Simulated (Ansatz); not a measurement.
Geometry optimisation in Ansatz: input, command and trajectory.

```yaml
crystal:
  lattice:
    - [4.689, 0.0, 0.0]
    - [0.0, 4.689, 0.0]
    - [0.0, 0.0, 4.689]
  atoms:
    - { symbol: Fe, position: [0.135, 0.135, 0.135], spin: 1.32 }
    - { symbol: Fe, position: [0.365, 0.865, 0.635], spin: 1.32 }
    - { symbol: Fe, position: [0.635, 0.365, 0.865], spin: 1.32 }
    - { symbol: Fe, position: [0.865, 0.635, 0.365], spin: 1.32 }
    - { symbol: Ge, position: [0.842, 0.842, 0.842] }
    - { symbol: Ge, position: [0.658, 0.158, 0.342] }
    - { symbol: Ge, position: [0.342, 0.658, 0.158] }
    - { symbol: Ge, position: [0.158, 0.342, 0.658] }
basis:
  ecutwfc: 420
kpoints:
  mp_grid: { grid: [8, 8, 8] }
hamiltonian:
  xc: pbe
scf:
  occupations: { method: gaussian, width: 0.1 }
output:
  forces: true
  stress: true
  eigenvalues: true
  populations: true
magnetization:
  spin_polarized: true
relax:
  adjacent_minimum: "off"
  f_tol: 0.005
  max_steps: 80
  cell: { stress_tol: 0.05 }
```

```bash
ansatz run input.yaml --threads 2 --pin off --max-ram 5120MiB --backend cpu --events-out ev --progress --plain --runs-dir out
```

All numbers below come from Ansatz 0.2.0, DFT PBE, scalar-relativistic, plane waves, PAW.

Of 5 frames 4 are shown, positions in Å and forces in eV/Å; the SCF threshold varies from step to step. Steps run on the plane waves of an earlier cell, with a Pulay correction in the pressure. The basis is chosen afresh for the last frame, the zero of the energies, and at times for earlier ones too; energy and pressure step there, also at an unchanged geometry.

```xyz
8
Lattice="4.6890 0.0000 0.0000 0.0000 4.6890 0.0000 0.0000 0.0000 4.6890" Properties=species:S:1:pos:R:3:forces:R:3 pbc="T T T" step=1 free_energy_over_end_meV_per_atom=1.88 pressure_GPa=-2.72
Fe    0.6330    0.6330    0.6330   -0.0442   -0.0442   -0.0442
Fe    1.7115    4.0560    2.9775    0.0442    0.0442   -0.0442
Fe    2.9775    1.7115    4.0560   -0.0442    0.0442    0.0442
Fe    4.0560    2.9775    1.7115    0.0442   -0.0442    0.0442
Ge    3.9481    3.9481    3.9481   -0.0249   -0.0249   -0.0249
Ge    3.0854    0.7409    1.6036    0.0249    0.0249   -0.0249
Ge    1.6036    3.0854    0.7409   -0.0249    0.0249    0.0249
Ge    0.7409    1.6036    3.0854    0.0249   -0.0249    0.0249
8
Lattice="4.6690 0.0000 0.0000 0.0000 4.6690 0.0000 0.0000 0.0000 4.6690" Properties=species:S:1:pos:R:3:forces:R:3 pbc="T T T" step=2 free_energy_over_end_meV_per_atom=0.07 pressure_GPa=-0.67
Fe    0.6307    0.6307    0.6307   -0.0207   -0.0207   -0.0207
Fe    1.7038    4.0383    2.9652    0.0207    0.0207   -0.0207
Fe    2.9652    1.7038    4.0383   -0.0207    0.0207    0.0207
Fe    4.0383    2.9652    1.7038    0.0207   -0.0207    0.0207
Ge    3.9311    3.9311    3.9311   -0.0175   -0.0175   -0.0175
Ge    3.0724    0.7379    1.5966    0.0175    0.0175   -0.0175
Ge    1.5966    3.0724    0.7379   -0.0175    0.0175    0.0175
Ge    0.7379    1.5966    3.0724    0.0175   -0.0175    0.0175
8
Lattice="4.6630 0.0000 0.0000 0.0000 4.6630 0.0000 0.0000 0.0000 4.6630" Properties=species:S:1:pos:R:3:forces:R:3 pbc="T T T" step=3 free_energy_over_end_meV_per_atom=-0.08 pressure_GPa=0.03
Fe    0.6290    0.6290    0.6290   -0.0066   -0.0066   -0.0066
Fe    1.7025    4.0340    2.9604    0.0066    0.0066   -0.0066
Fe    2.9604    1.7025    4.0340   -0.0066    0.0066    0.0066
Fe    4.0340    2.9604    1.7025    0.0066   -0.0066    0.0066
Ge    3.9251    3.9251    3.9251   -0.0051   -0.0051   -0.0051
Ge    3.0693    0.7379    1.5936    0.0051    0.0051   -0.0051
Ge    1.5936    3.0693    0.7379   -0.0051    0.0051    0.0051
Ge    0.7379    1.5936    3.0693    0.0051   -0.0051    0.0051
8
Lattice="4.6633 0.0000 0.0000 0.0000 4.6633 0.0000 0.0000 0.0000 4.6633" Properties=species:S:1:pos:R:3:forces:R:3 pbc="T T T" step=5 free_energy_over_end_meV_per_atom=0.00 pressure_GPa=0.02
Fe    0.6284    0.6284    0.6284   -0.0027   -0.0027   -0.0027
Fe    1.7033    4.0349    2.9601    0.0027    0.0027   -0.0027
Fe    2.9601    1.7033    4.0349   -0.0027    0.0027    0.0027
Fe    4.0349    2.9601    1.7033    0.0027   -0.0027    0.0027
Ge    3.9250    3.9250    3.9250   -0.0014   -0.0014   -0.0014
Ge    3.0700    0.7383    1.5934    0.0014    0.0014   -0.0014
Ge    1.5934    3.0700    0.7383   -0.0014    0.0014    0.0014
Ge    0.7383    1.5934    3.0700    0.0014   -0.0014    0.0014
```

It took 8.6 min on 2 threads of Intel(R) Xeon(R) Processor @ 2.50GHz (Skylake/Cascade Lake), on a shared host, peak memory 0.81 GiB.

Only parallel moments were tried here.